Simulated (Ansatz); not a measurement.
In PBE in the plane-wave PAW code Ansatz, AlN in the cubic phase (Pm-3n; Al on 6d, N on 6c) relaxes to a = 5.372 Å. Its formation energy from the elements is -1.25 eV/atom, with no fitted shifts.

The Kohn–Sham gap is 2.64 eV (direct). The valence maximum lies at Γ and the conduction minimum at Γ. The electron mass is 0.33 mₑ (isotropic).

An equation-of-state fit gives a bulk modulus of 156 GPa.

The start of the workflow was typed in or built on a structure type; neither database checked (COD, Materials Project) lists it. It is not the phase usual at ambient conditions (space group No. 186, 216). The cell was relaxed with PBE under the symmetry of its start; its stability against distortions is not shown here. The references are the lowest solids computed at this level, not always the standard phases (solids in place of the gases).

Potentials: the earlier of the program's two PAW sets.
